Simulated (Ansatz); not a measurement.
BIr:
```
CELL_PARAMETERS angstrom
      2.71356     0.00000     0.00000
      0.00000     2.71356     0.00000
      0.00000     0.00000     2.71356
ATOMIC_POSITIONS crystal
  Ir 0.00000 0.00000 0.00000
  B  0.50000 0.50000 0.50000
```

Relaxed with PBEsol. Special points in fractions of this cell's reciprocal vectors: Γ (0.000, 0.000, 0.000); X (0.000, 0.500, 0.000); M (0.500, 0.500, 0.000); R (0.500, 0.500, 0.500).

Question: List the band energies nearest the Fermi level at these points for PBEsol in the plane-wave PAW code Ansatz.

Answer: In eV from the Fermi level; about four levels below and three above (degenerate sets whole), none deeper than 8.9 eV; points with the same levels are listed once.

```tsv
k	below	above
Γ	-7.34 -7.34 -1.40 -1.40 -1.40	1.33 1.33 1.33
X	-6.51 -4.96 -4.96 -1.07	0.95 7.15 7.15
M	-4.85 -4.85 -3.42 -3.42	0.57 3.49 3.99
R	-3.18	0.73 0.73 5.04 5.04 5.04
```

Space group Pm-3m (CsCl type). The cell is a constructed one: a structure type filled with these elements; neither database checked (COD, Materials Project) lists it. Whether it is the stable phase at ambient conditions was not checked. The cell was relaxed with PBEsol under the symmetry of its start. At this level the phase is dynamically unstable (imaginary phonons). The run is not spin-polarised. Spin–orbit coupling is left out wherever it is not named.

Potentials: the earlier of the program's two PAW sets. The files were generated under PBE; for other functionals the program regenerates the frozen cores, and for LDA and PBEsol the local potential too.
